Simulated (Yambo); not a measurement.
Sr2GaSbO6 (space group Fm-3m, No. 225), G0W0@LDA in Yambo (2×2×2 mesh, plasmon pole; 7 Ry block, no terminator). The number N of bands in W and G is varied.

| N | x = 1/N | gap Γ → Γ (eV) | shift of the valence edge (eV) |
|---|---|---|---|
| 87 | 0.01149 | 2.103 | -0.032 |
| 119 | 0.00840 | 1.906 | -0.128 |
| 161 | 0.00621 | 1.833 | -0.265 |
| 201 | 0.00498 | ? | ? |

Task: Basis-set arguments suggest E = E∞ + A x. Fix A and E∞ from the two rows above the withheld one, predict the row at 201 bands, and test the form.

Result: Gap: A = (1.833 − (1.906))/(0.00621 − 0.00840) = 33.3, E∞ = 1.626 eV, so 1.792 eV is predicted; the run gave 1.769 eV (miss 23 meV). The first two rows have slope 63.8, so the form doesn't hold yet over the whole range. Shift: A = (-0.265 − (-0.128))/(0.00621 − 0.00840) = 62.6, E∞ = -0.653 eV, so -0.342 eV is predicted; the run gave -0.344 eV (miss 2 meV). The first two rows have slope 31.1, so the form doesn't hold yet over the whole range. The other settings are held fixed.

The standard potentials for Ga, Sb keep a d shell in the valence without the s and p states of that shell. In tests on such compounds this moved G0W0 gaps by up to about 0.9 eV, so absolute quasiparticle energies here are unreliable; differences between settings are what counts.

Spin-orbit coupling is not included.

Geometry of the Materials Project entry, not relaxed at this level; primitive cell a = b = c = 5.6409 Å, α = β = γ = 60.00°.

The structure is a Materials Project entry; no match was found in the copy of COD used, and its stability was not checked.

A shift is the quasiparticle energy of the state minus its LDA energy.
